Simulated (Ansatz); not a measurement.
GeSe:
```
GeSe
1.0
   10.97139     0.00000     0.00000
    0.00000     3.87929     0.00000
    0.00000     0.00000     4.42271
Ge Se
4 4
Direct
  0.12361   0.25000   0.11337
  0.87639   0.75000   0.88663
  0.37639   0.75000   0.61337
  0.62361   0.25000   0.38663
  0.85477   0.25000   0.49804
  0.14523   0.75000   0.50196
  0.64523   0.75000   0.99804
  0.35477   0.25000   0.00196
```

Relaxed with PBE+D3(BJ). Independent-particle spectrum: no excitons, no local fields, no scissors shift; 0.1 eV broadening; ε₁ of the summed bands alone.

**Question.** Tabulate the dielectric function from DFT-PBE+D3(BJ) in the program Ansatz with PAW potentials.

**Answer.** 

```csv
E (eV),ε₁ xx,ε₂ xx,ε₁ yy,ε₂ yy,ε₁ zz,ε₂ zz
0.0,16.91,0.00,18.72,0.00,17.74,0.00
0.3,17.13,0.00,18.95,0.00,17.99,0.00
0.6,17.85,0.00,19.70,0.00,18.83,0.00
0.9,19.41,0.02,21.20,0.00,20.98,0.18
1.2,23.16,0.84,24.18,0.29,24.33,2.21
1.5,27.45,5.81,31.25,3.07,25.09,9.99
1.8,24.84,16.69,32.41,14.82,21.86,11.30
2.1,13.63,19.95,29.04,22.72,22.23,13.47
2.4,12.63,14.69,19.14,28.77,21.13,17.78
2.7,12.89,15.54,12.43,29.67,19.95,24.42
3.0,13.33,18.67,4.08,28.07,9.03,27.23
3.3,7.83,20.28,0.18,23.86,6.17,26.24
3.6,5.68,19.92,-2.48,21.38,-2.83,24.45
3.9,-0.19,20.98,-5.62,19.50,-4.81,19.27
4.2,-1.92,17.44,-6.97,14.48,-6.90,16.60
4.5,-3.05,15.29,-5.82,11.48,-7.17,12.35
4.8,-4.16,13.61,-5.09,10.46,-6.63,10.03
5.1,-5.06,11.99,-5.73,10.03,-5.81,8.47
5.4,-6.21,10.41,-4.96,8.42,-5.71,7.23
5.7,-7.09,8.13,-6.52,7.05,-5.10,5.82
6.0,-6.26,5.68,-5.52,5.41,-4.74,5.02
6.3,-5.33,4.28,-5.17,4.04,-4.12,4.04
6.6,-4.31,3.27,-3.93,3.45,-3.73,3.60
6.9,-3.00,2.73,-3.47,3.14,-3.02,3.00
7.2,-2.39,3.46,-2.74,2.66,-2.35,2.65
7.5,-2.52,3.30,-1.95,2.86,-1.92,2.50
7.8,-2.23,2.91,-2.13,3.32,-1.40,2.58
8.1,-1.92,2.69,-2.19,2.77,-0.99,2.65
8.4,-1.64,2.59,-1.71,2.73,-0.61,3.36
8.7,-1.09,2.57,-1.82,2.95,-1.41,3.78
9.0,-1.26,3.32,-2.07,2.69,-1.89,3.15
9.3,-1.44,3.03,-1.81,2.34,-1.85,2.60
9.6,-1.76,3.24,-2.00,2.32,-1.73,2.36
9.9,-2.26,2.73,-1.89,2.01,-1.49,2.14
10.2,-2.29,2.32,-1.76,1.90,-1.37,2.28
10.5,-2.18,1.75,-1.80,1.76,-1.52,2.22
10.8,-1.86,1.50,-1.73,1.50,-1.59,2.13
11.1,-1.75,1.42,-1.65,1.31,-1.72,1.83
11.4,-1.67,1.21,-1.53,1.10,-1.73,1.50
11.7,-1.51,1.03,-1.33,1.00,-1.58,1.22
12.0,-1.38,0.88,-1.27,0.88,-1.41,1.07
```

**Question.** From ε at 1.5 eV (xx: 27.45 + 5.81i), find n, k, the normal reflectivity and the absorption coefficient.

**Answer.** n = 5.27, k = 0.551, R = 47 %, α = 2kE/ħc = 84000 cm⁻¹.

With all bands, ε∞ without local fields is 17.0 (xx), 18.8 (yy), 17.8 (zz).

Space group Pnma. Symmetry was held in the PBE+D3(BJ) relaxation. Scalar-relativistic: spin–orbit coupling is off unless named, which matters more the heavier the elements.

Potentials: the later of the program's two PAW sets.
